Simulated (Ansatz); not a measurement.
The start is a randomly generated symmetric cell of CsSnI3 (space group No. 71). Cell shape, volume and atoms are optimised at zero target pressure with PBEsol (plane waves to 420 eV, PAW, scalar-relativistic; Ansatz, a program for electronic structure). First-step values are on the input's coarse k-mesh.

Ansatz input (later rounds restart from its end on a renewed k-mesh):
Ansatz 0.2 input:
```yaml
crystal:
  lattice:
    - [-3.6452451, 5.7595715, 5.8085194]
    - [3.6452451, -5.7595715, 5.8085194]
    - [3.6452451, 5.7595715, -5.8085194]
  atoms:
    - { symbol: Cs, position: [0.29947058, 0, 0.29947058] }
    - { symbol: Cs, position: [0.70052942, 0, 0.70052942] }
    - { symbol: I, position: [0.5, 0, 0.5] }
    - { symbol: I, position: [0, 0, 0.5] }
    - { symbol: I, position: [0.5, 0.5, 0.5] }
    - { symbol: I, position: [0, 0.5, 0] }
    - { symbol: I, position: [0.5, 0, 0] }
    - { symbol: I, position: [0, 0, 0] }
    - { symbol: Sn, position: [0.58476787, 0.5, 0.08476787] }
    - { symbol: Sn, position: [0.41523213, 0.5, 0.91523213] }
basis: { ecutwfc: 420, ecutrho_ratio: 4, xc_grid: 2, fft_grid_basis: typed }
kpoints: { mp_grid: { grid: [4, 4, 4] } }
hamiltonian:
  xc: pbesol
  dispersion: none
  pseudopotentials: { azcp: { folder: ./paw }, kind: paw }
scf: { occupations: { method: fermi_dirac, width: 0.05 } }
relax: { f_tol: 0.01, max_steps: 100, cell: { stress_tol: 0.02 } }
output: { forces: true, stress: true }
```

Task: How much energy is released per atom?

Result: About 1.8 eV/atom.

Task: How does the volume change?

Result: +31.8 %, from 48.78 to 64.31 Å³/atom.

Task: What band gap does the relaxed structure have at this level?

Result: Zero (metallic).

Task: Give the final cell and atomic positions.

Result: 
Space group Immm (No. 71); a = 6.0196 Å, b = 13.5293 Å, c = 15.7928 Å, α = 90.00°, β = 90.00°, γ = 90.00°

| atom | site | symmetry | x | y | z |
|---|---|---|---|---|---|
| Cs | 4i | mm2 | 0.0000 | 0.0000 | 0.2165 |
| I | 2c | mmm | 0.0000 | 0.0000 | 0.5000 |
| I | 8k | -1 | 0.2500 | 0.2500 | 0.2500 |
| I | 2a | mmm | 0.0000 | 0.0000 | 0.0000 |
| Sn | 4j | mm2 | 0.0000 | 0.5000 | 0.0890 |
(The calculation used a cell of 10 atoms; values per cell refer to that cell.)

The space group stays Immm (No. 71) (the run could not lower it), with 10 atoms in the primitive cell. Final values are on a 9×9×9 k-mesh of the relaxed cell. The start holds a very short contact (Sn–Sn 1.95 Å). No spin polarisation in the result.

The run could not lose the symmetry of its start: the end is stationary, and may be a saddle point rather than a minimum.

The relaxed structure here is a generated cell of CsSnI3: the first start was made by a random draw of sites in a space group, and the end was not matched to a known phase here, so it may be hypothetical. Known forms of CsSnI3 include space group No. 62, 221.
